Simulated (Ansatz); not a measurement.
## KRb3: how the plane-wave cutoff moves the results

Theory: DFT PBEsol, scalar-relativistic, plane waves, PAW in Ansatz 0.2.0.

```cif
data_structure
_symmetry_space_group_name_H-M 'P 1'
_symmetry_Int_Tables_number 1
_cell_length_a 7.0744
_cell_length_b 7.2119
_cell_length_c 7.2508
_cell_angle_alpha 89.976
_cell_angle_beta 90.047
_cell_angle_gamma 89.267
_cell_volume 369.90
loop_
_atom_site_label
_atom_site_type_symbol
_atom_site_fract_x
_atom_site_fract_y
_atom_site_fract_z
_atom_site_occupancy
K1 K 0.96980 0.00563 0.99549 1
Rb1 Rb 0.99774 0.50089 0.52120 1
Rb2 Rb 0.49594 0.00680 0.50926 1
Rb3 Rb 0.50428 0.48313 0.00262 1
```

- Γ-centred k-mesh: 4×4×4
- occupation rule: Gaussian smearing, 0.1 eV
- spin treatment: unpolarised
- valence charge of the PAW sets: K 9, Rb 9

The atoms stay fixed while the plane-wave cutoff is varied. ΔE is the energy extrapolated to zero smearing, less that of the reference run (600 eV). The cell was strained and its atoms displaced at random, so that forces don't vanish. Pressure is positive in compression and holds a correction for the finite cutoff (Pulay stress).

**Question.** One run gave ΔE = 40.4 meV/atom and P = -0.26 GPa. Which plane-wave cutoff did it use, of 200, 250, 300, 350, 420?

**Answer.** 250 eV. All runs:

| cutoff (eV) | ΔE (meV/atom) | P (GPa) | largest change of a force component (eV/Å) | plane waves at Γ |
| --- | --- | --- | --- | --- |
| 200 | 323 | -0.25 | 0.001 | 2401 |
| 250 | 40.4 | -0.26 | 0.000 | 3323 |
| 300 | 3.79 | -0.26 | 0.000 | 4363 |
| 350 | 0.30 | -0.26 | 0.000 | 5493 |
| 420 | 0.02 | -0.26 | 0.000 | 7193 |
| 600 | 0.00 | -0.26 | 0.000 | 12331 |